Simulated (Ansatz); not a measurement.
LaB2 (MoSi2 or CaC2 type, I4/mmm) is relaxed with PBE in the plane-wave PAW code Ansatz. What lattice parameters of the conventional cell result?

a = 4.039 Å, c = 6.981 Å.

Give the free coordinates with the occupied sites.

In one choice of origin and axes:

| atom | site | symmetry | x | y | z |
|---|---|---|---|---|---|
| La | 2a | 4/mmm | 0.0000 | 0.0000 | 0.0000 |
| B | 4e | 4mm | 0.0000 | 0.0000 | 0.3895 |

Is it a metal or does it have a gap at this level?

No gap at this level.

The start of the workflow was typed in or built on a structure type; neither database checked (COD, Materials Project) lists it. Whether it is the stable phase at ambient conditions was not checked. Symmetry was held in the PBE relaxation; its stability against distortions is not shown here. Its formation energy is positive at this level, so the cell may be metastable or incomplete. Scalar-relativistic: spin–orbit coupling is off unless named, which matters more the heavier the elements.

Potentials: the earlier of the program's two PAW sets.
